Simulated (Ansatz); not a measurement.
The end of the path is a generated cell of KSrBr3: the first start was made by placing the elements on the sites of a structure type, and the end was not matched to a known phase here, so it may be hypothetical.

A geometry of KSrBr₃ away from equilibrium: step 3 of the relaxation of a generated cell, KSrBr3 placed in the GdFeO3 structure type. Computed with r2SCAN (plane waves to 500 eV, PAW, scalar-relativistic; Ansatz, a quantum-chemistry and plane-wave program). Γ-centred k-mesh 3×2×3 on the run's cell (coarser than for final values), Fermi–Dirac smearing 0.05 eV.

```xyz
20
Lattice="8.2401 0.0000 0.0000 0.0000 11.5661 0.0000 0.0000 0.0000 8.0767" Properties=species:S:1:pos:R:3:forces:R:3 pbc="T T T" free_energy=-53949.337 pressure_GPa=-0.2
K      3.7156     2.8915     7.9291   -0.1113    0.0000    0.0485
K      7.8357     2.8915     4.1860   -0.1113    0.0000   -0.0485
K      4.5245     8.6746     0.1476    0.1113    0.0000   -0.0485
K      0.4044     8.6746     3.8907    0.1113    0.0000    0.0485
Sr     0.0000     0.0000     0.0000    0.0000    0.0000    0.0000
Sr     4.1200     5.7831     4.0384    0.0000    0.0000    0.0000
Sr     0.0000     5.7831     0.0000    0.0000    0.0000    0.0000
Sr     4.1200     0.0000     4.0384    0.0000    0.0000    0.0000
Br     0.3020     2.8915     0.7975    0.0804    0.0000    0.1297
Br     4.4220     2.8915     3.2409    0.0804    0.0000   -0.1297
Br     7.9381     8.6746     7.2793   -0.0804    0.0000   -0.1297
Br     3.8181     8.6746     4.8358   -0.0804    0.0000    0.1297
Br     2.5283     6.3916     1.5391    0.0349    0.0680   -0.0273
Br     6.6484    10.9575     2.4993    0.0349   -0.0680    0.0273
Br     5.7118     0.6086     6.5376   -0.0349    0.0680    0.0273
Br     1.5917     5.1745     5.5774   -0.0349   -0.0680   -0.0273
Br     5.7118     5.1745     6.5376   -0.0349   -0.0680    0.0273
Br     1.5917     0.6086     5.5774   -0.0349    0.0680   -0.0273
Br     2.5283    10.9575     1.5391    0.0349   -0.0680   -0.0273
Br     6.6484     6.3916     2.4993    0.0349    0.0680    0.0273
```

Positions in Å, forces in eV/Å, free energy of the cell in eV (comparable only within this code, potentials and settings). Largest force: 0.15 eV/Å, on Br9, Br10, Br11, Br12 (atoms numbered as listed); the geometry lies 0.01 eV/atom above the end of its relaxation.

No spin polarisation in the result.

The run could not lose the symmetry of its start: the end is stationary, and may be a saddle point rather than a minimum.
